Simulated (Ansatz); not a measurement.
## TaO₂: stationary points along a deformation path

These are results of DFT PBEsol, scalar-relativistic, plane waves, PAW in Ansatz, not measurements. Cutoff 420 eV, Γ-centred 12×12×18 k-points, Gaussian smearing of 0.15 eV. Spin–orbit coupling is left out, which matters for the heavy elements here. No spin polarisation. Energies are free energies at this smearing, counted from the undisturbed cell; pressure is positive in compression.

The starting cell (relaxed at this level; it needn't be the usual structure):

```
CELL_PARAMETERS angstrom
4.95094 0.00000 0.00000
0.00000 4.95094 0.00000
0.00000 0.00000 2.85082
ATOMIC_POSITIONS crystal
Ta 0.00000 0.00000 0.50000
Ta 0.50000 0.50000 0.00000
O 0.71344 0.28656 0.50000
O 0.28656 0.71344 0.50000
O 0.21344 0.21344 0.00000
O 0.78656 0.78656 0.00000
```

At fixed volume and fractional coordinates, lengths along (0.000, 0.000, 1.000) are scaled against those across it; ρ is that ratio over its starting value. V = 11.646 Å³/atom. Δσ is the stress along the axis less the mean stress across it (compression positive).

```csv
ρ,ΔE (meV/atom),Δσ (GPa),space group
0.800,467.1,97.34,P4_2/mnm
0.850,231.0,64.28,P4_2/mnm
0.920,55.4,28.70,P4_2/mnm
0.960,12.7,13.06,P4_2/mnm
1.000,0.0,0.10,P4_2/mnm
1.050,15.9,-13.17,P4_2/mnm
1.100,58.1,-24.03,P4_2/mnm
1.200,196.3,-40.84,P4_2/mnm
1.300,379.7,-53.64,P4_2/mnm
```

**Question.** How does the stress give the slope of the energy, and where is the energy stationary?

**Answer.** Along the path d ln(length) is 2/3 d ln ρ on the axis and −1/3 d ln ρ across it, so dE/d ln ρ = −(2/3) V Δσ: the energy falls with ρ where Δσ is positive. Δσ vanishes or changes sign between ρ = 1.000 and 1.050, a minimum (near 1.00 by linear interpolation). Pairs of stationary points between two samples would go unseen, and could change a minimum read from distant neighbours into a maximum.

**Question.** Integrate that slope from ρ = 1 to 0.850 by the trapezoid rule.

**Answer.** With V/N in Å³ and 1 eV/Å³ = 160.2 GPa the slopes at ρ = 1.000, 0.960, 0.920, 0.850 are -5, -633, -1391, -3115 meV/atom per unit of ln ρ. The steps add 13.0 + 43.1 + 178.3 = 234.4 meV/atom, against 231.0 from the energies; the trapezoid rule misses the curvature of the slope within each step.

Forces appear on the atoms along this scan, and letting them relax would lower the energy and soften the response. No gap shows at this level, though a semilocal functional can close a small gap that the real compound has; without a gap these slopes depend on the k mesh and the smearing.

Cost: 9 runs of about 2 core-minutes in all, on Intel Xeon 6975P-C (Granite Rapids) (shared hosts).